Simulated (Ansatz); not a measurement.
LaN (zinc blende, F-43m) at seven volumes, plane-wave PAW PBE (Ansatz code), scaled uniformly. One row is withheld.

```
V (Å³/atom)  P (GPa)
-----------  -------
20.115          9.63
20.778          5.96
21.441             ?
22.104          0.00
22.767         -2.41
23.430         -4.51
24.093         -6.34
```

**Question.** Fit the shown pressures and predict the withheld one.

**Answer.** P = (3/2)B₀(x^(7/2) − x^(5/2))[1 + (3/4)(B′ − 4)(x − 1)] with x = (V₀/V)^(2/3). Least squares on the six rows gives V₀ = 22.104 Å³/atom, B₀ = 86.1 GPa, B′ = 3.63. At V = 21.441, x = 1.0205 and P = 2.77 GPa. The run itself gave 2.77 GPa.

The start of the workflow was typed in or built on a structure type; neither database checked (COD, Materials Project) lists it. COD files the formula under space group No. 225, so this cell is another polymorph or a model. Its standing as an ambient phase is unchecked. The PBE relaxation kept the symmetry of its start; its stability against distortions is not shown here. Spin–orbit coupling is left out wherever it is not named.

Potentials: the later of the program's two PAW sets.
